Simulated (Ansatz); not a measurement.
Total density of states per atom from r²SCAN (plane waves, PAW; program Ansatz), in 0.25 eV bins, energy from the Fermi level:

```
E (eV) | states/eV/atom
    -7.85 | ####### 0.83
    -7.60 | ##### 0.66
    -7.35 | ##### 0.57
    -7.10 |  0.00
    -6.85 |  0.00
    -6.60 |  0.00
    -6.35 |  0.00
    -6.10 |  0.00
    -5.85 |  0.00
    -5.60 |  0.00
    -5.35 |  0.00
    -5.10 |  0.00
    -4.85 |  0.00
    -4.60 |  0.01
    -4.35 | ##### 0.65
    -4.10 | #### 0.54
    -3.85 | # 0.14
    -3.60 | ## 0.19
    -3.35 | ######## 0.96
    -3.10 | ###### 0.73
    -2.85 | ############ 1.49
    -2.60 | ########## 1.15
    -2.35 | ############# 1.54
    -2.10 | ############ 1.41
    -1.85 | ############################## 3.64
    -1.60 | ################### 2.33
    -1.35 | ######### 1.05
    -1.10 | #### 0.54
    -0.85 | ########## 1.27
    -0.60 | ######## 0.95
    -0.35 | ####### 0.81
    -0.10 | ##### 0.66
     0.15 | ###### 0.73
     0.40 | ###### 0.67
     0.65 | ###### 0.78
     0.90 | ####### 0.80
     1.15 | #### 0.49
     1.40 | ### 0.34
     1.65 | # 0.12
     1.90 | ### 0.34
     2.15 | ##### 0.66
     2.40 | ############# 1.54
     2.65 | ####################### 2.76
```

Problem. Pick the material that matches.
A) La2AlGe, Amm2 (La on 2a, La on 2b, Al on 2a, Ge on 2b)
B) LaSiNi, I4_1md (La on 4a, Si on 4a, Ni on 4a)
C) Si2W, Fddd (Si on 16f, W on 8a)
D) LaGaNi4, P-6m2 (La on 1a, Ga on 1c, Ni on 1e, Ni on 3k)

Solution. B, LaSiNi, I4_1md (La on 4a, Si on 4a, Ni on 4a). Within 0.5 eV of the Fermi level: La 5d 32 %, Si 3p 28 %, Ni 3d 28 %. Projections are on Löwdin-orthogonalised atomic valence shells; empty p or d shells of many metals are not among them.

The workflow started from a Materials Project entry (that database holds measured and hypothetical structures alike); the Crystallography Open Database copy checked does not list it. With Si and Ni taken as one species the cell has the higher symmetry I4_1/amd, so it may be an ordered model of a mixed-site phase. Whether it is the stable phase at ambient conditions was not checked. The r²SCAN relaxation kept the symmetry of its start; its stability against distortions is not shown here. The run is not spin-polarised. Spin–orbit coupling is left out wherever it is not named.

Potentials: the later of the program's two PAW sets.
